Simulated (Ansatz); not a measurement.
Consider the following.

Bi$_{2}$Te$_{3}$:
```yaml
crystal:
  lattice:
    - [4.35114, 0.00000, 0.00000]
    - [-2.17557, 3.76820, 0.00000]
    - [0.00000, 0.00000, 10.56483]
  atoms:
    - { symbol: Bi, position: [0.33333, 0.66667, 0.19183] }
    - { symbol: Bi, position: [0.66667, 0.33333, 0.80817] }
    - { symbol: Te, position: [0.00000, 0.00000, 0.00000] }
    - { symbol: Te, position: [0.33333, 0.66667, 0.64422] }
    - { symbol: Te, position: [0.66667, 0.33333, 0.35578] }
```

This is the PBEsol-relaxed structure.

Problem. All from DFT-PBEsol in the program Ansatz with PAW potentials, unless another level is named. Give the formation energy from the elements (no fitted shifts).

Solution. -0.21 eV/atom.

Problem. And the hole effective mass?

Solution. 0.16, 0.16, 0.23 mₑ (principal values).

Problem. Predict the band gap.

Solution. 0.47 eV (direct).

Problem. Next, the electron effective mass?

Solution. 0.077, 0.077, 0.25 mₑ (principal values).

Problem. Predict the valence-band maximum.

Solution. at Γ.

Space group P-3m1 (La2O3 or Ni2Al3 type). A made-up cell: these elements were put on the sites of a structure type; neither database checked (COD, Materials Project) lists it. It is not the phase usual at ambient conditions (space group No. 166). The cell was relaxed with PBEsol under the symmetry of its start; its stability against distortions is not shown here. The references are the lowest solids computed at this level, not always the standard phases. Scalar-relativistic: spin–orbit coupling is off unless named, which matters more the heavier the elements.

Potentials: the earlier of the program's two PAW sets. The files were generated under PBE; for other functionals the program regenerates the frozen cores, and for LDA and PBEsol the local potential too.
